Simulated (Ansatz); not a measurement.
Ba (simple hexagonal, space group No. 191) under volume change, LDA in the plane-wave PAW code Ansatz, shape and atoms relaxed at each volume.

```json
[
 {"V (Å³/atom)": "47.050", "E − E(relaxed) (meV/atom)": "13.3", "P (GPa)": "0.98"},
 {"V (Å³/atom)": "48.601", "E − E(relaxed) (meV/atom)": "5.6", "P (GPa)": "0.61"},
 {"V (Å³/atom)": "50.152", "E − E(relaxed) (meV/atom)": "1.4", "P (GPa)": "0.29"},
 {"V (Å³/atom)": "51.703", "E − E(relaxed) (meV/atom)": "0.0", "P (GPa)": "0.00"},
 {"V (Å³/atom)": "53.254", "E − E(relaxed) (meV/atom)": "1.2", "P (GPa)": "-0.25"},
 {"V (Å³/atom)": "54.805", "E − E(relaxed) (meV/atom)": "4.8", "P (GPa)": "-0.48"},
 {"V (Å³/atom)": "56.356", "E − E(relaxed) (meV/atom)": "10.5", "P (GPa)": "-0.69"}
]
```

Task: What does a third-order Birch–Murnaghan fit give for V₀, B₀ and B′?

Result: V₀ = 51.70 Å³/atom, B₀ = 9.0 GPa, B′ = 2.9.

Space group P6/mmm (simple hexagonal). The workflow started from an entry of the Crystallography Open Database (COD); the relaxed space group is not among those it files for this formula. It is not the phase usual at ambient conditions (space group No. 229). Symmetry was held in the LDA relaxation. At this level the phase is mechanically unstable. The volume moved by -36 % from the start of the relaxation. The volume fell by over 15 % from the filed cell, which may lack light atoms or belong to other conditions. Scalar-relativistic: spin–orbit coupling is off unless named, which matters more the heavier the elements.

Potentials: the later of the program's two PAW sets.
